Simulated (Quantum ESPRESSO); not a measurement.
# Planted mistakes on one cell of Al3MgP3S

The results below are calculated, not measured. They come from pw.x of Quantum ESPRESSO 7.5, a plane-wave density functional program, with PseudoDojo standard norm-conserving files (v0.5 for PBE, v0.4.1 for LDA and PBEsol). The cells are made up: elements, strain and atom displacements were drawn at random, and nothing was relaxed. There is no spin polarisation, spin-orbit coupling or dispersion term.

The cell has 8 sites of a zincblende or diamond lattice. Sites 1 to 4 hold Al Mg Al Al; sites 5 to 8 hold P S P P. Cell vectors in Å: (5.429, 0.038, -0.060); (0.038, 5.455, -0.003); (-0.060, -0.003, 5.447). Settings: PBE, cutoff 1143 eV, 4 x 4 x 4 k mesh shifted by half a step, Fermi-Dirac smearing of 0.025 eV.

The intended run has a self-consistency threshold of 1e-07 eV, a smearing term of 0.000 eV, a pressure of 5.95 GPa and 10 iterations. Each further run changes one thing: all lengths scaled by 1.0120; atoms of sites 2 and 8 exchanged; cutoff 649 eV; files of PBEsol; k mesh 2 x 2 x 2; one electron removed; smearing 0.82 eV; threshold 0.7 eV. A coarse mesh keeps the shift, and a charged cell sits in a uniform background.

```
run  change of free energy (eV)  smearing term -TS (eV)  change of P (GPa)  largest change of a force component (eV/Å)  iterations
  A                      -1.380                  -4.472               1.29                                       0.420          10
  B                       0.044                   0.000              -0.64                                       0.295           3
  C                       0.285                   0.000               0.40                                       0.046          10
  D                       5.252                   0.000             -26.12                                       0.031          10
  E                       2.461                   0.000              -1.85                                       0.041          10
  F                      -0.159                   0.000              -3.17                                       0.176          10
  G                      -5.160                  -0.007              -9.56                                       0.618          11
  H                       6.704                  -0.007               3.97                                       1.832          11
```

A rerun of the intended cell at 1437 eV and k mesh 6 x 6 x 6 moved values by no more than 0.005 eV in the cell's energy, 0.02 GPa in stress and 0.007 eV/Å in force.

Question: which change belongs to which run?

## Worked reading

Run B has the fewest iterations, as a run stopped early does. Run A has the largest smearing term, as wide smearing gives. Run D has a higher energy and the largest fall in pressure, as too small a basis gives. Run F changes the volume by a factor of 1.0364; minus its pressure change over the logarithm of that factor, 89 GPa, is a rough bulk modulus with clamped atoms. Energies from files of another functional, or of a charged cell, have another zero and say nothing on stability; the pressure of a charged cell rests on the program's zero of potential too.

## Key

```
run                            change
  A                  smearing 0.82 eV
  B                  threshold 0.7 eV
  C                  k mesh 2 x 2 x 2
  D                     cutoff 649 eV
  E                   files of PBEsol
  F      all lengths scaled by 1.0120
  G              one electron removed
  H  atoms of sites 2 and 8 exchanged
```